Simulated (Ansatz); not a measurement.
Relaxed-ion elastic tensor of V (bcc (W type), Im-3m) in GPa (Voigt order), plane-wave PAW LDA (Ansatz code); density 6.75 g/cm³, 12.52 Å³ per atom.

```
     1    2    3     4     5     6
-  ---  ---  ---  ----  ----  ----
1  314  158  158   0.0   0.0   0.0
2  158  314  158   0.0   0.0   0.0
3  158  158  314   0.0   0.0   0.0
4  0.0  0.0  0.0  11.4   0.0   0.0
5  0.0  0.0  0.0   0.0  11.4   0.0
6  0.0  0.0  0.0   0.0   0.0  11.4
```

Q: Is the crystal mechanically stable?

A: Yes: the smallest eigenvalue of C is 11.4 GPa.

Q: Work out the Voigt, Reuss and Hill averages.

A: K_V = 210, K_R = 210, K_H = 210; G_V = 37.9, G_R = 17.3, G_H = 27.6 GPa.

Q: Give Young's modulus, Poisson's ratio, Pugh's ratio and the universal anisotropy index.

A: E = 9KG/(3K + G) = 79.4 GPa; ν = 0.44; K/G = 7.60 (ductile by the Pugh limit of 1.75); A_U = 5G_V/G_R + K_V/K_R − 6 = 5.97.

Q: Estimate the sound speeds and the Debye temperature.

A: v_l = √((K + 4G/3)/ρ) = 6050 m/s, v_t = √(G/ρ) = 2020 m/s, mean 2300 m/s; Θ = (h/k)(3n/4πV)^(1/3) v_m = 295 K.

Q: Give the Zener ratio and Young's modulus along [100], [110] and [111].

A: A = 2C44/(C11 − C12) = 0.15; 1/E = S11 − 2(S11 − S12 − S44/2)Γ with Γ = 0, 1/4, 1/3 gives 208, 42.5, 33.6 GPa.

Q: Solve the Christoffel equation for the three sound speeds along [100], [110], [111].

A: Eigenvalues of C_ijkl n_j n_l equal ρv². In km/s, slowest first: [100] 1.30, 1.30, 6.81; [110] 1.30, 3.39, 6.05; [111] 2.87, 2.87, 5.77.

The LDA relaxation kept the symmetry of its start. No spin polarisation was allowed. As this level gives no gap, shear constants depend on the k-mesh and smearing (Fermi–Dirac, 0.1 eV here). On the denser mesh and wider smearing of the elastic run this cell carries a stress of 0.4 GPa.

Potentials: the earlier of the program's two PAW sets. The files were generated under PBE; for other functionals the program regenerates the frozen cores, and for LDA and PBEsol the local potential too.
